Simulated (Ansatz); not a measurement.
SiO2:
```yaml
crystal:
  lattice:
    - [2.83625, 0.00000, 0.00000]
    - [0.00000, 2.83625, 0.00000]
    - [0.00000, 0.00000, 9.67917]
  atoms:
    - { symbol: Si, position: [0.00000, 0.00000, 0.00000] }
    - { symbol: Si, position: [0.50000, 0.50000, 0.50000] }
    - { symbol: O, position: [0.00000, 0.50000, 0.08857] }
    - { symbol: O, position: [0.00000, 0.50000, 0.58857] }
    - { symbol: O, position: [0.50000, 0.00000, 0.41143] }
    - { symbol: O, position: [0.50000, 0.00000, 0.91143] }
```

Relaxed with PBE. Special points in fractions of this cell's reciprocal vectors: Γ (0.000, 0.000, 0.000); X (0.000, 0.500, 0.000); M (0.500, 0.500, 0.000); Z (0.000, 0.000, 0.500); R (0.000, 0.500, 0.500); A (0.500, 0.500, 0.500).

Question: List the band energies nearest the valence-band maximum at these points for the program Ansatz at the PBE level (PAW).

Answer: In eV from the valence-band maximum; about four levels below and three above (degenerate sets whole), none deeper than 8.9 eV; points with the same levels are listed once.

| k | below | above |
|---|---|---|
| Γ | -0.33 -0.33 -0.29 -0.29 | 5.04 6.07 6.88 |
| X | -0.64 -0.64 -0.15 -0.15 | 8.08 8.08 10.32 10.32 |
| M | -2.09 -2.09 -0.58 -0.58 | 7.63 7.63 8.14 8.14 |
| Z | -0.33 -0.33 -0.30 -0.30 | 5.51 5.51 6.96 6.96 |
| R | -0.65 -0.65 -0.15 -0.15 | 8.09 8.09 10.41 10.41 |
| A | -2.13 -2.13 -2.13 -2.13 -0.58 -0.58 | 7.88 7.88 7.88 7.88 |

Space group P4_2/nmc. A made-up cell: these elements were put on the sites of a structure type; neither database checked (COD, Materials Project) lists it. It is not the phase usual at ambient conditions (space group No. 92, 152, 154). Symmetry was held in the PBE relaxation; its stability against distortions is not shown here.

Potentials: the later of the program's two PAW sets.
